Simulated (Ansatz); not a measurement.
Cells of ZnCu2SnS4 relaxed with r2SCAN (plane waves to 500 eV, PAW, scalar-relativistic; Ansatz, a quantum-chemistry and plane-wave program), each with a space-group label. One label is wrong.

**A**, labelled I-4 (No. 82)
```yaml
crystal:
  lattice:
    - [-2.70702, 2.70702, 5.41184]
    - [2.70702, -2.70702, 5.41184]
    - [2.70702, 2.70702, -5.41184]
  atoms:
    - { symbol: Cu, position: [0.75000, 0.25000, 0.50000] }
    - { symbol: Cu, position: [0.50000, 0.50000, 0.00000] }
    - { symbol: Zn, position: [0.00000, 0.00000, 0.00000] }
    - { symbol: Sn, position: [0.25000, 0.75000, 0.50000] }
    - { symbol: S, position: [0.38528, 0.87868, 0.02217] }
    - { symbol: S, position: [0.85651, 0.36311, 0.97783] }
    - { symbol: S, position: [0.12132, 0.14349, 0.50660] }
    - { symbol: S, position: [0.63689, 0.61472, 0.49340] }
```

**B**, labelled P1 (No. 1)
```xyz
8
Lattice="5.0653 0.0000 0.0000 -1.7772 5.5955 0.0000 -1.2660 -2.3793 5.6819" Properties=species:S:1:pos:R:3 pbc="T T T"
Cu     1.6572    -0.2141     2.5635
Cu    -1.4537     2.3806     4.6398
S      3.0138     1.6252     2.5358
S     -0.4584     0.3345     5.4123
S     -1.5164     4.9234     0.8075
S      1.0886    -1.0023     4.6011
Sn     1.6913     3.6441     1.9966
Zn     4.1398     1.2991     0.5160
```

**C**, labelled I-4m2 (No. 119)
```xyz
8
Lattice="-2.6268 2.6268 5.1388 2.6268 -2.6268 5.1388 2.6268 2.6268 -5.1388" Properties=species:S:1:pos:R:3 pbc="T T T"
Cu     2.6268     0.0000     0.1833
Cu     2.6268     0.0000     4.9555
S      0.0000     0.0000     5.1388
S      0.0000     0.0000     8.0358
S      0.0000     0.0000     2.2417
S      2.6268     0.0000     2.5694
Sn     0.0000     2.6268     2.5694
Zn     0.0000     0.0000     0.0000
```

**D**, labelled P6mm (No. 183)
```yaml
crystal:
  lattice:
    - [4.64494, 0.00000, 0.00000]
    - [0.00000, 5.23472, 0.00000]
    - [0.00000, 0.00000, 6.71157]
  atoms:
    - { symbol: Cu, position: [0.00000, 0.50000, 0.32333] }
    - { symbol: Cu, position: [0.00000, 0.50000, 0.67667] }
    - { symbol: S, position: [0.00000, 0.50000, 0.00000] }
    - { symbol: S, position: [0.00000, 0.00000, 0.50000] }
    - { symbol: S, position: [0.00000, 0.00000, 0.00000] }
    - { symbol: S, position: [0.50000, 0.00000, 0.50000] }
    - { symbol: Sn, position: [0.50000, 0.50000, 0.50000] }
    - { symbol: Zn, position: [0.50000, 0.00000, 0.00000] }
```

### Question
Which label is wrong, and what should it be (tolerance 0.01 Å)?

### Answer
D: its symmetry is Pmmm (No. 47), oP8; a = 4.6449 Å, b = 5.2347 Å, c = 6.7116 Å, α = β = γ = 90.00°.

Each run could gain symmetry but not lose that of its start, so entries can be saddle points. From databases, or of a type measured for this composition: I-4, tI16; the others are generated cells (placed on structure types, drawn at random, substituted or restacked) that were not matched to a known phase here.

No spin polarisation in the result.
